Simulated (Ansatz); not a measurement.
Consider the following.

HfO2:
```
CELL_PARAMETERS angstrom
      0.00000     2.54881     2.54881
      2.54881     0.00000     2.54881
      2.54881     2.54881     0.00000
ATOMIC_POSITIONS crystal
  Hf 0.00000 0.00000 0.00000
  O  0.25000 0.25000 0.25000
  O  0.75000 0.75000 0.75000
```

This is the PBE-relaxed structure.

Problem. All from the program Ansatz at the PBE level (PAW), unless another level is named. Give the hole effective mass.

Solution. 0.29, 3.1, 3.1 mₑ (principal values).

Problem. Next, the electron effective mass?

Solution. 0.74, 0.74, 1.2 mₑ (principal values).

Problem. And the gap with spin–orbit coupling?

Solution. 3.75 eV.

Space group Fm-3m (fluorite). This is a known high-temperature phase of the composition, computed here at zero pressure and temperature. The cell was relaxed with PBE under the symmetry of its start. At this level the phase is dynamically unstable (imaginary phonons). No spin polarisation was allowed. Scalar-relativistic: spin–orbit coupling is off unless named, which matters more the heavier the elements.

Potentials: the later of the program's two PAW sets.
